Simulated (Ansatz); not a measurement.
Na$_{2}$Bi, a known structure type with other elements, at an estimated volume

```
Na Bi
1.0
     0.00000    4.63450    0.00000
     4.63450    0.00000    0.00000
     2.31725    2.31725   -8.17744
Na Bi
4 2
Direct
  0.50000 0.00000 0.00000
  0.00000 0.50000 0.00000
  0.32900 0.32900 0.34200
  0.67100 0.67100 0.65800
  0.13800 0.13800 0.72400
  0.86200 0.86200 0.27600
```

Level: PBE, no spin polarisation; 420 eV; 8×8×8 Γ-centred mesh; fermi-dirac occupations (width 0.0305 eV); Ansatz 0.2.0, fixed geometry.

- Stress: The pressure is 1.8 GPa (compression positive), so with the atoms held at these fractions the cell would first expand. The principal stresses 1.2, 1.2, 3.1 GPa differ, so its shape would change too.
- Formation energy: -0.17 eV an atom against the elements' usual phases (free molecules for gases, crystals otherwise, with no correction for O₂ or N₂), so it is bound against them; other compounds may still compete. Relaxing would lower it.
- Electronic structure: It is a metal, with about 5 states/eV a cell as the mean within 0.25 eV of the Fermi level, mostly Bi p (93 %).
- Charges: Bader charges in e: Na +0.69 to +0.75, Bi -1.44. In the mean Na gives up most and Bi takes most.

Origin: a known structure type with other elements, at an estimated volume, so it need not be a known compound.
